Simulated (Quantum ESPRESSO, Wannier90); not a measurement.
# AlSb (zinc blende): Wannier90 run

```
begin unit_cell_cart
ang
    0.0000000000    3.0925200000    3.0925200000
    3.0925200000    0.0000000000    3.0925200000
    3.0925200000    3.0925200000    0.0000000000
end unit_cell_cart
begin atoms_frac
Al   0.0000000000  0.0000000000  0.0000000000
Sb   0.2500000000  0.2500000000  0.2500000000
end atoms_frac
```

Materials Project entry mp-2624; symmetrised, unrelaxed at this level. COD (Crystallography Open Database) has an entry of this formula and space group (matched by these alone). Method: PBE plane waves in Quantum ESPRESSO 7.5 (PseudoDojo norm-conserving files, 64 Ry, no spin polarisation, no spin-orbit coupling), Bloch states on a 8×8×8 mesh through Γ, Wannier90 4.0.1. Density: 8×8×8 mesh, cold smearing 0.01 Ry. Spin-orbit coupling is left out although heavy elements are present.

A tight-binding model is made by disentanglement and projection with no localisation steps (num_iter = 0), so the 8 orbitals stay atom-like: hydrogen-like Al: s;p; Sb: s;p, axes along x, y, z; frozen window up to 2.74 eV relative to the valence-band maximum. It follows pw.x to 14 meV rms for states up to 2.2 eV relative to the valence-band maximum. Matrix elements depend on this choice of orbitals and windows.

The 30 largest hoppings ⟨m,0|H|n,R⟩ between different sites (one of each Hermitian pair; signs follow the real orbitals' lobes; the list may end inside a set of equal values):

| m | n | R | distance of the centres (Å) | t (eV) |
|---|---|---|---|---|
| Sb2 s | Al1 s | 0 0 0 | 2.68 | -1.357 |
| Sb2 s | Al1 s | 0 0 1 | 2.68 | -1.357 |
| Sb2 s | Al1 s | 0 1 0 | 2.68 | -1.357 |
| Sb2 s | Al1 s | 1 0 0 | 2.68 | -1.357 |
| Sb2 s | Al1 pz | 0 0 1 | 2.68 | -1.162 |
| Sb2 s | Al1 pz | 1 0 0 | 2.68 | 1.162 |
| Sb2 s | Al1 py | 0 0 0 | 2.68 | -1.162 |
| Sb2 s | Al1 py | 0 0 1 | 2.68 | 1.162 |
| Sb2 s | Al1 py | 0 1 0 | 2.68 | -1.162 |
| Sb2 s | Al1 pz | 0 0 0 | 2.68 | -1.162 |
| Sb2 s | Al1 pz | 0 1 0 | 2.68 | 1.162 |
| Sb2 s | Al1 px | 1 0 0 | 2.68 | -1.162 |
| Sb2 s | Al1 py | 1 0 0 | 2.68 | 1.162 |
| Sb2 s | Al1 px | 0 0 1 | 2.68 | 1.162 |
| Sb2 s | Al1 px | 0 1 0 | 2.68 | 1.162 |
| Sb2 s | Al1 px | 0 0 0 | 2.68 | -1.162 |
| Sb2 px | Al1 s | 0 0 1 | 2.68 | -1.157 |
| Sb2 px | Al1 s | 0 0 0 | 2.68 | 1.157 |
| Sb2 px | Al1 s | 1 0 0 | 2.68 | 1.157 |
| Sb2 px | Al1 s | 0 1 0 | 2.68 | -1.157 |
| Sb2 py | Al1 s | 0 0 0 | 2.68 | 1.157 |
| Sb2 py | Al1 s | 0 0 1 | 2.68 | -1.157 |
| Sb2 py | Al1 s | 0 1 0 | 2.68 | 1.157 |
| Sb2 py | Al1 s | 1 0 0 | 2.68 | -1.156 |
| Sb2 pz | Al1 s | 0 0 1 | 2.68 | 1.156 |
| Sb2 pz | Al1 s | 1 0 0 | 2.68 | -1.156 |
| Sb2 pz | Al1 s | 0 1 0 | 2.68 | -1.156 |
| Sb2 pz | Al1 s | 0 0 0 | 2.68 | 1.156 |
| Sb2 px | Al1 pz | 0 0 1 | 2.68 | -1.091 |
| Sb2 py | Al1 pz | 0 0 0 | 2.68 | 1.091 |
